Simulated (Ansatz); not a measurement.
The elements of this relaxed trial crystal are hidden behind letters.

```
lattice vectors (Å)
   4.3489    0.0000    0.0000
   0.0000    4.3489    0.0000
   0.0000    0.0000    5.6147
fractional positions
X 0.5000 0.5000 0.1575
Z 0.0000 0.0000 0.5457
Q 0.0000 0.5000 0.4047
Q 0.0000 0.0000 0.9258
Q 0.5000 0.0000 0.4047
```

Theory: DFT PBE, scalar-relativistic, plane waves, PAW (Ansatz). The final run on the 5-atom cell used 420 eV, a Γ-centred 10×10×8 mesh, 0.10 eV smearing and no spin polarisation.

| Property | Result |
| --- | --- |
| Space group | P4mm (No. 99) |
| Conventional cell | a = 4.349 Å, c = 5.615 Å |
| Volume per atom | 21.24 Å³ |
| Density | 2.65 g/cm³ |
| Energy over the elements | −0.87 eV/atom |
| Gap on the 10×10×8 mesh of the 5-atom cell | 0 eV (a metal) |

Energies are uncorrected and count from the elements' standard states at the same level.

Question: X is a d-block element of period 4, Z is a p-block element of period 3 and Q is a p-block element of period 3. Which elements are they?

Answer: X = Sc, Z = Si, Q = S, so the formula is ScSiS3. Density times volume gives a mean mass of 2.65 × 21.24/1.6605 = 33.9 u per atom, and this set has 33.8 u. Sc has 4 S at 2.58 Å; around Si lie 1 S at 2.13 Å and 4 S at 2.31 Å; S on a site of symmetry 2mm has 2 Si at 2.31 Å and 2 Sc at 2.58 Å; 1 more site not described. Other sets within the hints have nearly the same mass, so mass alone doesn't settle it; this one was computed.

An odd number of electrons in the primitive cell allows no gap without spin; a larger cell or a magnetic state could open one. A structure relaxed within its symmetry needn't be a true minimum.
